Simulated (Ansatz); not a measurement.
Cu (diamond, Fd-3m) at seven volumes, DFT-PBEsol in the program Ansatz with PAW potentials, scaled uniformly. One row is withheld.

```json
[
 {"V (Å³/atom)": "16.287", "P (GPa)": "?"},
 {"V (Å³/atom)": "16.824", "P (GPa)": "4.91"},
 {"V (Å³/atom)": "17.361", "P (GPa)": "2.24"},
 {"V (Å³/atom)": "17.898", "P (GPa)": "0.00"},
 {"V (Å³/atom)": "18.435", "P (GPa)": "-1.87"},
 {"V (Å³/atom)": "18.972", "P (GPa)": "-3.44"},
 {"V (Å³/atom)": "19.509", "P (GPa)": "-4.74"}
]
```

Problem. Fit the shown pressures and predict the withheld one.

Solution. P = (3/2)B₀(x^(7/2) − x^(5/2))[1 + (3/4)(B′ − 4)(x − 1)] with x = (V₀/V)^(2/3). Least squares on the six rows gives V₀ = 17.898 Å³/atom, B₀ = 68.1 GPa, B′ = 4.95. At V = 16.287, x = 1.0649 and P = 8.12 GPa. The run itself gave 8.10 GPa.

The start of the workflow was typed in or built on a structure type; neither database checked (COD, Materials Project) lists it. It is not the phase usual at ambient conditions (space group No. 225). Symmetry was held in the PBEsol relaxation. At this level the phase is mechanically unstable. The run is not spin-polarised.

Potentials: the later of the program's two PAW sets.
